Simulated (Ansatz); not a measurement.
A geometry of P away from equilibrium: step 2 of the relaxation of a relaxed P cell displaced along its unstable phonon at q = (½, 0, 0) of its primitive reciprocal cell (88i cm⁻¹), largest move 0.15 Å. Calculation: PBE (plane waves to 420 eV, PAW, scalar-relativistic; Ansatz, a program for electronic structure). Γ-centred k-mesh 5×10×6 on the run's cell (coarser than for final values), Fermi–Dirac smearing 0.05 eV.

```xyz
8
Lattice="6.6110 0.0000 -0.0128 0.0000 3.2906 0.0000 -0.0112 0.0000 5.7786" Properties=species:S:1:pos:R:3 pbc="T T T"
P      0.6354     0.6322     3.4319
P      3.9409     1.0131     3.4255
P      1.0061     2.4487     0.5256
P      4.3116     2.4872     0.5192
P      2.6585     2.6575     2.3403
P      5.9640     2.2784     2.3339
P      2.2885     0.8262     5.2466
P      5.5939     0.8190     5.2402
```

**Question.** Which atoms carry the largest force, and which way does it point?

**Answer.** 0.16 eV/Å, on P1, P2, P5, P6 (atoms numbered as listed); on P2 its components are (0.01, 0.16, 0.03).

**Question.** What is the pressure?

**Answer.** 0.0 GPa, compression positive.

No spin polarisation in the result. Without a van der Waals term the distances between weakly bound units are poorly fixed.

The run could not lose the symmetry of its start, so the end can be a saddle point.

The end of the path is a generated cell of P: the first start was made by placing the elements on the sites of a structure type, and the end was not matched to a known phase here, so it may be hypothetical. Known forms of P include space group No. 64.
